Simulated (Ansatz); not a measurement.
Relaxed-ion elastic tensor of Ag2S in space group Cmcm (No. 63; Ag on 4c, Ag on 4b, S on 4c) in GPa (Voigt order), plane-wave PAW LDA (Ansatz code); density 7.51 g/cm³, 18.26 Å³ per atom.

```json
[
 {"": "1", "1": "150", "2": "79.2", "3": "45.7", "4": "0.0", "5": "0.0", "6": "0.0"},
 {"": "2", "1": "79.2", "2": "75.7", "3": "31.9", "4": "0.0", "5": "0.0", "6": "0.0"},
 {"": "3", "1": "45.7", "2": "31.9", "3": "36.2", "4": "0.0", "5": "0.0", "6": "0.0"},
 {"": "4", "1": "0.0", "2": "0.0", "3": "0.0", "4": "4.4", "5": "0.0", "6": "0.0"},
 {"": "5", "1": "0.0", "2": "0.0", "3": "0.0", "4": "0.0", "5": "9.5", "6": "0.0"},
 {"": "6", "1": "0.0", "2": "0.0", "3": "0.0", "4": "0.0", "5": "0.0", "6": "9.9"}
]
```

**Question.** Is the crystal mechanically stable?

**Answer.** Yes: the smallest eigenvalue of C is 4.4 GPa.

**Question.** Work out the Voigt, Reuss and Hill averages.

**Answer.** K_V = 64.0, K_R = 33.3, K_H = 48.7; G_V = 11.8, G_R = 8.2, G_H = 10.0 GPa.

**Question.** Give Young's modulus, Poisson's ratio, Pugh's ratio and the universal anisotropy index.

**Answer.** E = 9KG/(3K + G) = 28.1 GPa; ν = 0.40; K/G = 4.86 (ductile by the Pugh limit of 1.75); A_U = 5G_V/G_R + K_V/K_R − 6 = 3.10.

**Question.** Estimate the sound speeds and the Debye temperature.

**Answer.** v_l = √((K + 4G/3)/ρ) = 2870 m/s, v_t = √(G/ρ) = 1150 m/s, mean 1310 m/s; Θ = (h/k)(3n/4πV)^(1/3) v_m = 148 K.

**Question.** Solve the Christoffel equation for the three sound speeds along x, y, z.

**Answer.** Eigenvalues of C_ijkl n_j n_l equal ρv². In km/s, slowest first: x 1.12, 1.15, 4.48; y 0.76, 1.15, 3.17; z 0.76, 1.12, 2.20.

**Question.** How much does each axis shrink under pressure?

**Answer.** Linear compressibilities β_i = Σ_j S_ij (j = 1 to 3): x -5.9, y 7.3, z 29 per TPa.

The workflow started from a Materials Project entry (that database holds measured and hypothetical structures alike); the Crystallography Open Database copy checked does not list it. COD files the formula under space group No. 4, 14, so this cell is another polymorph or a model. Whether it is the stable phase at ambient conditions was not checked. The LDA relaxation kept the symmetry of its start; phonons on a q-mesh show no instability. No spin polarisation was allowed.

Potentials: the later of the program's two PAW sets.
